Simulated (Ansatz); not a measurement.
Below is a relaxed structure of ZrTi3N4. The cell was found from a structure generator's guess, not taken from experiment.

Theory: DFT PBE, scalar-relativistic, plane waves, PAW (Ansatz 0.2.0). Cutoff 420 eV, Γ-centred mesh, Gaussian smearing, no spin polarisation.

```
CELL_PARAMETERS angstrom
4.35628 0.00000 0.00000
0.00000 4.35628 0.00000
0.00000 0.00000 4.35628
ATOMIC_POSITIONS crystal
Zr 0.00000 0.00000 0.00000
Ti 0.50000 0.50000 0.00000
Ti 0.00000 0.50000 0.50000
Ti 0.50000 0.00000 0.50000
N 0.00000 0.00000 0.50000
N 0.50000 0.00000 0.00000
N 0.00000 0.50000 0.00000
N 0.50000 0.50000 0.50000
```

Energies over the elements count from the elements' standard structures at the same level (N₂ as a molecule), with no fitted energy shifts.

Question: Find its symmetry and describe it.

Answer: Pm-3m (No. 221), with Zr and Ti ordered on rock salt sites. Conventional cell: a = 4.356 Å. Zr is surrounded by 6 N at 2.18 Å and 12 Ti at 3.08 Å; Ti has 6 N at 2.18 Å, 4 Zr at 3.08 Å and 8 Ti at 3.08 Å; N on a site of symmetry 4/mmm is surrounded by 2 Zr at 2.18 Å and 4 Ti at 2.18 Å; N on a site of symmetry m-3m has 6 Ti at 2.18 Å.

Question: What is its formation energy per atom?

Answer: −1.65 eV/atom. A negative formation energy is needed for stability but isn't enough: competing phases decide.

Question: Is it a metal?

Answer: Yes, bands cross the Fermi level on the 10×10×10 mesh.

The last run used a 10×10×10 mesh for its 8-atom cell and Gaussian smearing of 0.10 eV. A structure relaxed within its symmetry needn't be a true minimum.
